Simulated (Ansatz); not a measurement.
The start is a relaxed Zr cell, doubled along one cell vector, shaken by Gaussian noise of σ = 0.08 Å a coordinate. The structure is fully relaxed (lattice and positions, P = 0) with PBE (plane waves to 420 eV, PAW, scalar-relativistic; Ansatz, a quantum-chemistry and plane-wave program). The first steps use a coarse 11×7×3 k-mesh.

Initial structure:
```
Zr
1.0
    2.99754     0.00000     0.00000
    0.00000     4.95665     0.00000
    0.00000     0.00000    11.03252
Zr
6
Direct
  0.49136   0.51031   0.01345
  0.52299   0.49008   0.50150
  0.00870   0.98862   0.24316
  0.99406   0.00811   0.74126
  0.44787   0.48049   0.25235
  0.52045   0.48240   0.74987
```

Task: What is the largest force in the starting geometry, and on which atom (counted from 1)?

Result: 1.10 eV/Å, on Zr1 (atoms numbered as listed).

Task: Is the parent structure recovered?

Result: It does not go back: it reaches Cmcm (No. 63), 0.79 eV/atom below the parent.

Task: Is the relaxed structure metallic? Give its gap.

Result: Zero (metallic).

Task: Give the final cell and atomic positions.

Result: 
```cif
data_Zr12
_chemical_formula_sum 'Zr12'
_space_group_name_H-M_alt 'Cmcm'
_space_group_IT_number 63
_space_group_name_Hall '-C 2c 2'
_cell_length_a 3.14849
_cell_length_b 18.26337
_cell_length_c 4.84796
_cell_angle_alpha 90.000
_cell_angle_beta 90.000
_cell_angle_gamma 90.000
loop_
_space_group_symop_operation_xyz
  'x, y, z'
  '-x, -y, -z'
  '-x, -y, z+1/2'
  'x, y, -z+1/2'
  'x, -y, -z'
  '-x, y, z'
  '-x, y, -z+1/2'
  'x, -y, z+1/2'
  'x+1/2, y+1/2, z'
  '-x+1/2, -y+1/2, -z'
  '-x+1/2, -y+1/2, z+1/2'
  'x+1/2, y+1/2, -z+1/2'
  'x+1/2, -y+1/2, -z'
  '-x+1/2, y+1/2, z'
  '-x+1/2, y+1/2, -z+1/2'
  'x+1/2, -y+1/2, z+1/2'
loop_
_atom_site_label
_atom_site_type_symbol
_atom_site_symmetry_multiplicity
_atom_site_Wyckoff_symbol
_atom_site_fract_x
_atom_site_fract_y
_atom_site_fract_z
_atom_site_occupancy
Zr1 Zr 4 c 0.00000 0.04278 0.75000 1
Zr2 Zr 4 c 0.00000 0.20891 0.75000 1
Zr3 Zr 4 c 0.00000 0.62130 0.25000 1
```
(The calculation used a cell of 6 atoms; values per cell refer to that cell.)

Final values are on a 15×10×5 k-mesh of the relaxed cell. No spin polarisation in the result.

The relaxed structure here is a generated cell of Zr: the first start was made by a random draw of sites in a space group, and the end was not matched to a known phase here, so it may be hypothetical. Known forms of Zr include space group No. 194.
